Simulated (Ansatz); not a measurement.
According to plane-wave PAW PBEsol (Ansatz code), AlMo2C in the hexagonal phase (P6_3/mmc; Al on 2d, Mo on 4f, C on 2a) relaxes to a = 2.997 Å, c = 13.399 Å. C has 6 nearest neighbours from 2.10 Å (octahedral). Its formation energy from the elements is -0.21 eV/atom, with no fitted shifts.

Electronic character: metallic (no gap). Gap from PBEsol with spin–orbit coupling: none (metallic).

The bulk modulus is 207 GPa. The relaxed-ion elastic constants in GPa are C11 = 352, C12 = 99.1, C13 = 153, C33 = 360, C44 = 144. The elastic constants imply a Debye temperature near 579 K. The highest mode at Γ lies at 671 cm⁻¹.

The start of the workflow was typed in or built on a structure type; neither database checked (COD, Materials Project) lists it. Its standing as an ambient phase is unchecked. The cell was relaxed with PBEsol under the symmetry of its start; its stability against distortions is not shown here. No spin polarisation was allowed. As this level gives no gap, shear constants depend on the k-mesh and smearing (Fermi–Dirac, 0.1 eV here). As this level gives no gap, phonon frequencies hold no LO–TO term and depend on the k-mesh and smearing (Fermi–Dirac, 0.1 eV here). On the denser mesh and wider smearing of the elastic run this cell carries a stress of 0.5 GPa. The references are the lowest solids computed at this level, not always the standard phases. Scalar-relativistic: spin–orbit coupling is off unless named, which matters more the heavier the elements.

Potentials: the earlier of the program's two PAW sets. The files were generated under PBE; for other functionals the program regenerates the frozen cores, and for LDA and PBEsol the local potential too.
